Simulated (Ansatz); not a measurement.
CoNiN$_{2}$ in space group R-3m (No. 166; Co on 3b, Ni on 3a, N on 6c) at seven volumes, PBEsol (plane waves, PAW; program Ansatz), shape and atoms relaxed at each. One row is withheld.

```json
[
 {"V (Å³/atom)": "8.129", "P (GPa)": "26.06"},
 {"V (Å³/atom)": "8.397", "P (GPa)": "?"},
 {"V (Å³/atom)": "8.665", "P (GPa)": "7.39"},
 {"V (Å³/atom)": "8.933", "P (GPa)": "0.00"},
 {"V (Å³/atom)": "9.201", "P (GPa)": "-6.37"},
 {"V (Å³/atom)": "9.469", "P (GPa)": "-11.78"},
 {"V (Å³/atom)": "9.737", "P (GPa)": "-16.43"}
]
```

Q: Fit the shown pressures and predict the withheld one.

A: Third-order Birch–Murnaghan: P = (3/2)B₀(x^(7/2) − x^(5/2))[1 + (3/4)(B′ − 4)(x − 1)] with x = (V₀/V)^(2/3). Least squares on the six rows gives V₀ = 8.933 Å³/atom, B₀ = 227.7 GPa, B′ = 4.11. At V = 8.397, x = 1.0421 and P = 16.00 GPa. The run itself gave 16.03 GPa.

The start of the workflow was typed in or built on a structure type; neither database checked (COD, Materials Project) lists it. Its standing as an ambient phase is unchecked. The PBEsol relaxation kept the symmetry of its start; whether a distortion lowers the energy is not shown. The workflow began spin-polarised and lost its moments. Its formation energy is positive at this level, so the cell may be metastable or incomplete.

Potentials: the earlier of the program's two PAW sets. The files were generated under PBE; for other functionals the program regenerates the frozen cores, and for LDA and PBEsol the local potential too.
